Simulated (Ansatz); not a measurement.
Ga2O3:
```yaml
crystal:
  lattice:
    - [2.99114, 0.00000, 0.00000]
    - [-1.49557, 2.59040, 0.00000]
    - [0.00000, 0.00000, 6.84056]
  atoms:
    - { symbol: Ga, position: [0.33333, 0.66667, 0.20412] }
    - { symbol: Ga, position: [0.66667, 0.33333, 0.79588] }
    - { symbol: O, position: [0.00000, 0.00000, 0.00000] }
    - { symbol: O, position: [0.33333, 0.66667, 0.69144] }
    - { symbol: O, position: [0.66667, 0.33333, 0.30856] }
```

Relaxed with r²SCAN. Special points in fractions of this cell's reciprocal vectors: Γ (0.000, 0.000, 0.000); M (0.500, 0.000, 0.000); K (0.333, 0.333, 0.000); A (0.000, 0.000, 0.500); L (0.500, 0.000, 0.500); H (0.333, 0.333, 0.500).

Task: List the band energies nearest the valence-band maximum at these points for r²SCAN (plane waves, PAW; program Ansatz).

Result: In eV from the valence-band maximum; about four levels below and three above (degenerate sets whole), none deeper than 8.9 eV; points with the same levels are listed once.

```
k                          below            above
-  -----------------------------  ---------------
Γ   -1.10 -1.10 -0.91 -0.91 0.00   3.13 6.39 7.33
M        -1.90 -1.55 -0.78 -0.68   5.16 8.46 8.92
K  -3.67 -3.67 -0.89 -0.89 -0.77  7.65 7.65 11.18
A        -1.03 -1.03 -0.93 -0.93   4.10 5.67 7.36
L        -2.18 -1.87 -0.71 -0.28   5.40 8.29 8.30
H  -3.40 -3.40 -1.14 -1.14 -0.93  7.70 7.70 11.26
```

Space group P-3m1 (La2O3 or Ni2Al3 type). A made-up cell: these elements were put on the sites of a structure type; neither database checked (COD, Materials Project) lists it. It is not the phase usual at ambient conditions (space group No. 12, 167). The cell was relaxed with r²SCAN under the symmetry of its start. At this level the phase is mechanically unstable. Scalar-relativistic: spin–orbit coupling is off unless named, which matters more the heavier the elements.

Potentials: the earlier of the program's two PAW sets.
